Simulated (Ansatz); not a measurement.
Ge (diamond)

```xyz
4
Lattice="0.0000 5.7617 5.7617 2.8808 0.0000 2.8808 2.8808 2.8808 0.0000" Properties=species:S:1:pos:R:3 pbc="T T T"
Ge     2.8808     2.8808     2.8808
Ge     2.8808     5.7617     5.7617
Ge     4.3213     4.3213     4.3213
Ge     4.3213     7.2021     7.2021
```

The atoms are displaced by Q × the pattern below (from a DFPT mode at L = (0.5, 0.0, 0.0), largest move 1; Q in Å), at fixed cell. (q is in reciprocal vectors of the primitive cell; the cell shown is doubled to hold the pattern.)

```csv
atom,x,y,z
Ge1,-0.577,0.577,0.577
Ge2,0.577,-0.577,-0.577
Ge3,0.577,-0.577,-0.577
Ge4,-0.577,0.577,0.577
```

Computed with PBE (plane waves to 420 eV, PAW, scalar-relativistic; Ansatz, a first-principles code). k mesh 7×14×14 (Γ-centred), Fermi-Dirac smearing 0.05 eV. Energies are smeared free energies. With partly filled bands, energies and forces of such displacements shift with the k mesh and the smearing. Ge was relaxed with its symmetry unable to fall. ΔE is measured from the undisplaced structure.

| Q (Å) | −dE/dQ from forces (eV/Å) | ΔE (meV/cell) |
|---|---|---|
| -0.100 | 4.282 | … |
| -0.083 | 3.626 | … |
| -0.067 | 2.938 | 100 |
| -0.050 | 2.244 | 57 |
| -0.033 | 1.520 | 25 |
| -0.017 | 0.767 | 6 |
| 0.000 | 0.000 | 0 |
| 0.017 | -0.767 | 6 |
| 0.033 | -1.520 | 25 |
| 0.050 | -2.244 | 57 |
| 0.067 | -2.938 | 100 |
| 0.083 | -3.626 | … |
| 0.100 | -4.282 | … |

**Question.** Some entries are withheld; supply them.

**Answer.** 
- -0.100, ΔE (meV/cell): 221
- -0.083, ΔE (meV/cell): 155
- 0.083, ΔE (meV/cell): 155
- 0.100, ΔE (meV/cell): 221

(For displaced atoms, the force is minus the slope of the energy, and its curvature is a force constant, which sets phonon frequencies.)
